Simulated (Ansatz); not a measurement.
Input:

GaP (zinc blende) is sheared across one {111} plane, glide cut: the third cell vector gains the shift, so faults repeat every 9.5 Å. The cut lies between planes 0.79 Å apart; the cell height is held.

```xyz
6
Lattice="3.8934 0.0000 0.0000 1.9467 3.3717 0.0000 0.0000 0.0000 9.5367" Properties=species:S:1:pos:R:3 pbc="T T T"
P      3.8934     2.2478     0.3974
P      1.9467     1.1239     3.5763
P      5.8400     3.3717     6.7552
Ga     0.0000     0.0000     9.1394
Ga     3.8934     2.2478     2.7815
Ga     1.9467     1.1239     5.9605
```

In-plane vectors a = (3.893, 0.000) Å, b = (1.947, 3.372) Å, area 13.13 Å². The shift is s times the vector a + b (length 6.743 Å), so s = 1 restores the start. Atoms relax along the normal only. γ = [E(shift) − E(0)] / area.

Computed with PBE (plane waves to 420 eV, PAW, scalar-relativistic; Ansatz, a program for electronic structure). k mesh 8×8×3 (Γ-centred), Fermi-Dirac smearing 0.05 eV. E is the zero-smearing estimate. Some relaxations began with atoms very close together and may have settled on another branch. As the smearing reaches across the gap at some points, the k mesh leaves noise in γ, roughly 0.02 J/m² as judged from a few cases. Faults lie only 9.5 Å apart, and holding the cell height raises γ above its relaxed value. GaP was relaxed with its symmetry unable to fall. γ is measured from zero shift.

The scan covers s from 0.000 to 0.917 in 12 points.

Question: At which s is γ highest?

Answer: s = 0.333.

Question: Does γ have a local minimum between the ends of the line, and at which s?

Answer: s = 0.667.

Question: Which barrier is met on the easier way from s = 0 (or 1) to s = 0.667?

Answer: 1.35 J/m².

Question: What is γ at the local minimum s = 0.667, the intrinsic stacking fault?

Answer: 0.04 J/m².

Question: What is the highest γ among twelve even steps of s?

Answer: 5.82 J/m².

(The slope of γ gives the shear force per area between the displaced halves; near zero shift its curvature is an elastic stiffness.)
